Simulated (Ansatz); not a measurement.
ZrO$_{2}$:
Space group P2₁/c (No. 14); a = 5.1280 Å, b = 5.2113 Å, c = 5.2956 Å, α = γ = 90.00°, β = 99.61°

| atom | site | symmetry | x | y | z |
|---|---|---|---|---|---|
| Zr | 4e | 1 | 0.2772 | 0.0432 | 0.2094 |
| O | 4e | 1 | 0.0700 | 0.3365 | 0.3413 |
| O | 4e | 1 | 0.5514 | 0.2577 | 0.0204 |

Relaxed with PBEsol. The program Ansatz at the PBEsol level (PAW) gives a gap of 3.59 eV.

Problem. What gap does HSE06 give on the same cell (Ansatz, PAW)?

Solution. 5.21 eV, 1.62 eV more. The hybrid was solved on a coarser mesh and at special points; the gap given is the minimum over both.

```json
[
 {"k": "Γ", "v1 PBEsol": "0.00", "c1 PBEsol": "3.99", "v1 HSE06": "(withheld)", "c1 HSE06": "(withheld)"},
 {"k": "Z", "v1 PBEsol": "-0.42", "c1 PBEsol": "4.49", "v1 HSE06": "(withheld)", "c1 HSE06": "(withheld)"},
 {"k": "B", "v1 PBEsol": "-0.45", "c1 PBEsol": "4.23", "v1 HSE06": "-0.49", "c1 HSE06": "5.88"},
 {"k": "Y2", "v1 PBEsol": "-0.08", "c1 PBEsol": "3.59", "v1 HSE06": "-0.08", "c1 HSE06": "5.21"},
 {"k": "C2", "v1 PBEsol": "-0.59", "c1 PBEsol": "4.28", "v1 HSE06": "-0.64", "c1 HSE06": "5.90"},
 {"k": "D", "v1 PBEsol": "-0.62", "c1 PBEsol": "4.34", "v1 HSE06": "(withheld)", "c1 HSE06": "(withheld)"},
 {"k": "A", "v1 PBEsol": "-0.45", "c1 PBEsol": "3.82", "v1 HSE06": "-0.48", "c1 HSE06": "5.46"},
 {"k": "E", "v1 PBEsol": "-0.67", "c1 PBEsol": "4.08", "v1 HSE06": "(withheld)", "c1 HSE06": "(withheld)"}
]
```

Problem. Top valence (v1) and lowest conduction level (c1) in eV from each method's valence maximum (which need not be a listed point): supply the withheld HSE06 values.

Solution. 
- Z, v1 HSE06: -0.48
- Z, c1 HSE06: 6.16
- Γ, v1 HSE06: 0.00
- Γ, c1 HSE06: 5.63
- D, v1 HSE06: -0.68
- D, c1 HSE06: 6.02
- E, v1 HSE06: -0.73
- E, c1 HSE06: 5.73

Cost on shared cores: the PBEsol run (SCF on a 6×6×6 mesh, then bands and DOS) around 2.0 core-minutes (rough), the HSE06 run (SCF on 3×3×3, then a few points) about 4 core-minutes (a rough figure); the tasks are unlike.

Space group P2_1/c. The cell was relaxed with PBEsol under the symmetry of its start. No spin polarisation was allowed. Spin–orbit coupling is left out wherever it is not named.

Potentials: the later of the program's two PAW sets.
